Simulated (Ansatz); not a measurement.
This TiSi2 structure is the end of a relaxation. It was relaxed at this level from a Materials Project cell.

All numbers below come from DFT PBE, scalar-relativistic, plane waves, PAW in Ansatz. Cutoff 420 eV, Γ-centred mesh, Gaussian smearing, no spin polarisation.

```cif
data_structure
_symmetry_space_group_name_H-M 'P 1'
_symmetry_Int_Tables_number 1
_cell_length_a 7.0073
_cell_length_b 7.0073
_cell_length_c 3.5786
_cell_angle_alpha 90.000
_cell_angle_beta 90.000
_cell_angle_gamma 150.667
_cell_volume 86.08
loop_
_atom_site_label
_atom_site_type_symbol
_atom_site_fract_x
_atom_site_fract_y
_atom_site_fract_z
_atom_site_occupancy
Ti1 Ti 0.89688 0.10312 0.75000 1
Ti2 Ti 0.10312 0.89688 0.25000 1
Si1 Si 0.55923 0.44077 0.75000 1
Si2 Si 0.44077 0.55923 0.25000 1
Si3 Si 0.24977 0.75023 0.75000 1
Si4 Si 0.75023 0.24977 0.25000 1
```

Energies over the elements count from the elements' standard structures at the same level, with no fitted energy shifts.

Problem. What space group does it have?

Solution. Cmcm (No. 63). Conventional cell: a = 3.548 Å, b = 13.558 Å, c = 3.579 Å. Ti has 10 Si at 2.59–2.83 Å; around Si on its first site lie 2 Si at 2.40 Å, 4 Ti at 2.59 Å, 2 Ti at 2.83 Å and 4 Si at 3.13–3.15 Å; Si on its second site has 4 Si at 2.52 Å, 4 Ti at 2.67 Å and 4 Si at 3.13–3.15 Å.

Problem. How far does it lie from the elements in energy?

Solution. −0.57 eV/atom. It lies below the elements, which doesn't yet make it stable against other compounds or structures.

Problem. Is it a metal?

Solution. Yes, bands cross the Fermi level on the 12×12×10 mesh.

The last run used a 12×12×10 mesh (in the run's order of axes) for its 6-atom cell and Gaussian smearing of 0.10 eV. Symmetry constrained the relaxation, so the result can be a saddle point.
